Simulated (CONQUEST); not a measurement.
A self-consistent single point of InBi (P4/nmm, 4 atoms in the cell; from Materials Project mp-23313, lattice scaled a little) with CONQUEST.

Method: PBEsol, numerical atomic orbitals double-zeta with polarisation (the shipped basis) contracted to multi-site support functions of range 7 bohr, PseudoDojo norm-conserving potentials made for PBEsol run with CONQUEST.

```xyz
4
Lattice="5.0302 0.0000 0.0000 0.0000 5.0302 0.0000 0.0000 0.0000 5.3492" Properties=species:S:1:pos:R:3 pbc="T T T"
In     2.5151     2.5151     0.0000
In     0.0000     0.0000     0.0000
Bi     2.5151     0.0000     1.9258
Bi     0.0000     2.5151     3.4234
```

Reference input (self-consistent single point, DFT, PBEsol, numerical atomic orbitals double-zeta with polarisation (the shipped basis), PseudoDojo norm-conserving potentials made for PBEsol): basis = DZP; Diag.MPMeshX, Y, Z = 5 5 4; potentials = PseudoDojo norm-conserving PBEsol; Grid.GridCutoff = 175 Ha; DM.SolutionMethod = diagon; Diag.kT = 0.003675 Ha; Diag.GammaCentred = true; minE.SCTolerance = 1.0e-06; SC.MaxIters = 100; SC.LinearMixingFactor = 0.5; SC.KerkerPreCondition = true; SC.KerkerFactor = 0.3 1/bohr. This run's input differs from it in these lines:

```diff
@@ -12,2 +12,15 @@
 %endblock
+%block In
+  Atom.NumberOfSupports    9
+  Atom.MultisiteRange      7
+  Atom.LFDRange            7
+%endblock
+%block Bi
+  Atom.NumberOfSupports    9
+  Atom.MultisiteRange      7
+  Atom.LFDRange            7
+%endblock
+Basis.MultisiteSF              T
+Multisite.LFD                  T
+Multisite.LFD.kT               0.1
```

Log, with long lists cut:

```
    PulayMixSC: Starting Pulay mixing, A_up =  0.500 A_dn =  0.500
    PulayMixSC: Spin non-polarised calculation.
    PulayMixSC: with Kerker preconditioning, q0 =  0.300
          Harris-Foulkes Energy            :      -296.391210506310415 Ha
          Free Energy (E-TS)               :      -296.393017963818465 Ha
    PulayMixSC: Pulay iteration     1 residual:              0.11140E-02
          Harris-Foulkes Energy            :      -296.386365617572324 Ha
          Free Energy (E-TS)               :      -296.388184395318092 Ha
    PulayMixSC: Pulay iteration     2 residual:              0.80564E-03
   [... lines left out ...]
          Free Energy (E-TS)               :      -296.384607906143060 Ha
    PulayMixSC: Pulay iteration     9 residual:              0.24116E-05
          Harris-Foulkes Energy            :      -296.382771527525847 Ha
          Free Energy (E-TS)               :      -296.384611729194887 Ha
    PulayMixSC: Pulay iteration    10 residual:              0.12154E-05
          Harris-Foulkes Energy            :      -296.382772666467758 Ha
          Free Energy (E-TS)               :      -296.384612855637272 Ha
    PulayMixSC: Pulay iteration    11 residual:              0.97468E-06
    PulayMixSC: Reached SCF tolerance of  0.97468E-06 after     11 iterations
      | Number of electrons      =        56.000108
      | GS Energy as E-(1/2)TS   =      -296.383692761052487 Ha
      | Free Energy as E-TS      =      -296.384612855637272 Ha
      |* Harris-Foulkes energy   =      -296.382772666467758 Ha
      |* DFT total energy        =      -296.382772638925076 Ha

    force: Forces on atoms (Ha/a0)
    force:  Atom   X              Y              Z
    force:     1   0.0000000000   0.0000000000   0.0000000000
    force:     2  -0.0000000000  -0.0000000000  -0.0000000000
    force:     3   0.0000000000   0.0000000000   0.0002869721
    force:     4   0.0000000000   0.0000000000  -0.0002869721

    force: Maximum force :        0.00028697(Ha/a0) on atom         3 in z direction
    force: Force Residual:        0.00020292 Ha/a0
    force: Total stress:          2.49624089     0.00000000    -0.00000000 GPa
                            -0.00000000     2.49624089     0.00000000
                            -0.00000000     0.00000000     3.03653225
    force: Average pressure:     -2.67633801 GPa

    get_E_and_F: Change in energy during last step of electronic optimisation: -0.11389E-05
```

The run converged in 11 iterations. CONQUEST prints the stress tensor with tension positive. Against the reference run the free energy rises by 147 meV/atom and the pressure goes from -3.39 to -2.68 GPa.

The program uses no crystal symmetry, so grid and mesh can part values that symmetry would make equal. The atom-centred basis is finite, which shifts total energies and pressures against plane waves. This run is one point of a test of settings, so its values need not be converged; read them against the reference run alone. The structure comes from a collection of computed structures, made at another level of theory; the collection holds predicted forms beside known ones. Its lattice was then scaled. No clean gap shows at this smearing width and mesh (spacing up to 0.29 Å⁻¹); the mesh is coarse for partly filled bands, so the values carry mesh errors. Semi-local functionals can close small gaps.

Cost on one core: around 70 core-seconds (rough).
